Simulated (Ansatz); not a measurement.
## HfB: moving B off its site

HfB, Fm-3m, a = 4.620 Å (as given, not relaxed at this level: 29.8 GPa). The structure is a COD entry; whether it is the stable form wasn't checked. Ansatz: PBE, PAW, 420 eV, Γ-centred 18×18×18 mesh on 2 atoms, Gaussian smearing 0.15 eV; no spin polarisation.

```xyz
2
Lattice="0.0000 2.3100 2.3100 2.3100 0.0000 2.3100 2.3100 2.3100 0.0000" Properties=species:S:1:pos:R:3 pbc="T T T"
Hf    2.3100    2.3100    2.3100
B     0.0000    0.0000    0.0000
```

Atom 2 (B) moves by x along the unit vector (0.000, 0.000, -1.000), with its periodic images; all else is held. y is the free energy of the cell over the start, F the force along the path summed over the moved atoms. Symmetry makes y even in x.

| x (Å) | y (meV) | F (eV/Å) |
| --- | --- | --- |
| -0.200 | ? | ? |
| -0.100 | 58.1 | 1.18 |
| 0.000 | 0.0 | 0.00 |
| 0.025 | 3.6 | -0.29 |
| 0.050 | 14.3 | -0.58 |
| 0.075 | 32.4 | -0.87 |
| 0.125 | 91.7 | -1.51 |
| 0.150 | 133.9 | -1.86 |
| 0.175 | 185.0 | -2.24 |

**Question.** Fit y = c2 x² + c4 x⁴ to the energies of the other rows, give the force constant, and predict energy and force of the missing row.

**Answer.** Least squares on the rows shown. y = 5695.5 x² + 11287 x⁴. The force constant is 2 c2 = 11.4 eV/Å², for the cell as given, at 29.8 GPa (for all images moving together, not for a lone atom). With two atoms in a cubic cell this is the optical mode at Γ (in a metal it hangs on mesh and smearing): ω = 521.5 √(2 c2/μ) = 551 cm⁻¹ for μ = 10.19 u. The force −dy/dx at the missing row is 2.64 eV/Å (computed 2.63). At x = -0.200 the fit asked for gives 245.9 meV. The run gave 245.8 meV, so the fit is 0.1 meV too high, a small miss on the scale of the series.

Spin–orbit coupling is left out, which can shift energies with elements as heavy as these.